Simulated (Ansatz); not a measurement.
# Sb, first-principles data

Sb:
```yaml
crystal:
  lattice:
    - [2.17248, 1.25428, 1.77309]
    - [-2.17248, 1.25428, 1.77309]
    - [0.00000, -2.50856, 1.77309]
  atoms:
    - { symbol: Sb, position: [0.00000, 0.00000, 0.00000] }
```

Space group Pm-3m (No. 221), simple cubic; conventional cell a = b = c = 3.072 Å, α = β = γ = 90.00°.

Method: plane-wave PAW r²SCAN+D4 (Ansatz code). Geometry: relaxed at this level of theory. Other levels are named where they apply.

**Cell and energy**

- Volume per atom: 28.99 Å³
- Density: 6.97 g/cm³

**Electronic structure**

Electronic character: metallic (no gap)
Density of states at the Fermi level: 0.46 states/eV per atom (mean over ±0.08 eV)
Gap with spin–orbit coupling: none (metallic)

**Mechanics**

- Mechanical stability = stable (all eigenvalues of C positive)
- Hill bulk and shear moduli = 62.0 and 27.9 GPa
- Young's modulus = 72.9 GPa
- Poisson's ratio = 0.30
- Debye temperature from the elastic constants = 217 K

The workflow started from a Materials Project entry (that database holds measured and hypothetical structures alike); the Crystallography Open Database files this formula in space group No. 221, but the cells were not matched. It is not the phase usual at ambient conditions (space group No. 166). The cell was relaxed with r²SCAN+D4 under the symmetry of its start; its stability against distortions is not shown here. As this level gives no gap, shear constants depend on the k-mesh and smearing (Fermi–Dirac, 0.1 eV here). Point labels and valley counts follow the cell and symmetry of the run, lower than the named group. Scalar-relativistic: spin–orbit coupling is off unless named, which matters more the heavier the elements.

Potentials: the later of the program's two PAW sets.
